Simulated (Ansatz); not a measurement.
Relaxed-ion elastic tensor of AgI (rock salt, Fm-3m) in GPa (Voigt order), LDA (plane waves, PAW; program Ansatz); density 7.59 g/cm³, 25.67 Å³ per atom.

```
89.5  39.0  39.0   0.0   0.0   0.0
39.0  89.5  39.0   0.0   0.0   0.0
39.0  39.0  89.5   0.0   0.0   0.0
 0.0   0.0   0.0  12.4   0.0   0.0
 0.0   0.0   0.0   0.0  12.4   0.0
 0.0   0.0   0.0   0.0   0.0  12.4
```

Is the crystal mechanically stable?

Yes: the smallest eigenvalue of C is 12.4 GPa.

Work out the Voigt, Reuss and Hill averages.

K_V = 55.8, K_R = 55.8, K_H = 55.8; G_V = 17.5, G_R = 15.6, G_H = 16.5 GPa.

Give Young's modulus, Poisson's ratio, Pugh's ratio and the universal anisotropy index.

E = 9KG/(3K + G) = 45.2 GPa; ν = 0.37; K/G = 3.37 (ductile by the Pugh limit of 1.75); A_U = 5G_V/G_R + K_V/K_R − 6 = 0.63.

Estimate the sound speeds and the Debye temperature.

v_l = √((K + 4G/3)/ρ) = 3200 m/s, v_t = √(G/ρ) = 1480 m/s, mean 1660 m/s; Θ = (h/k)(3n/4πV)^(1/3) v_m = 168 K.

Give the Zener ratio and Young's modulus along [100], [110] and [111].

A = 2C44/(C11 − C12) = 0.49; 1/E = S11 − 2(S11 − S12 − S44/2)Γ with Γ = 0, 1/4, 1/3 gives 65.8, 39.3, 34.6 GPa.

Solve the Christoffel equation for the three sound speeds along [100], [110], [111].

Eigenvalues of C_ijkl n_j n_l equal ρv². In km/s, slowest first: [100] 1.28, 1.28, 3.43; [110] 1.28, 1.82, 3.18; [111] 1.66, 1.66, 3.09.

This is a known high-pressure phase of the composition, computed here at zero pressure and temperature. The LDA relaxation kept the symmetry of its start; phonons on a q-mesh show weakly imaginary modes. The run is not spin-polarised. Scalar-relativistic: spin–orbit coupling is off unless named, which matters more the heavier the elements.

Potentials: the later of the program's two PAW sets.
